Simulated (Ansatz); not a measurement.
SiC (zinc blende)

```
SiC
1.0
    0.00000     2.18988     2.18988
    2.18988     0.00000     2.18988
    2.18988     2.18988     0.00000
C Si
1 1
Direct
  0.75000   0.75000   0.75000
  0.00000   0.00000   0.00000
```

Grid over V/V₀ and (c/a)/(c/a)₀, subscript 0 meaning the relaxed cell; the conventional c axis lies along z; no internal relaxation.

Computed with PBE (plane waves to 420 eV, PAW, scalar-relativistic; Ansatz, a first-principles code). k mesh 13×13×13 (Γ-centred), Fermi-Dirac smearing 0.05 eV. Compression counts positive. SiC was relaxed with its symmetry unable to fall.

At one point of the scan the stress tensor (GPa) is:

```
    3.5      0.0      0.0
    0.0      3.5      0.0
    0.0      0.0     -7.4
```

### Question
Which point is it?
A) V/V₀ = 1.040, (c/a)/(c/a)₀ = 1.040
B) V/V₀ = 0.980, (c/a)/(c/a)₀ = 1.020
C) V/V₀ = 1.040, (c/a)/(c/a)₀ = 1.000
D) V/V₀ = 1.000, (c/a)/(c/a)₀ = 1.040

### Answer
D, V/V₀ = 1.000, (c/a)/(c/a)₀ = 1.040

(Under strain, the slope of the energy per volume gives the stress and its curvature an elastic modulus.)
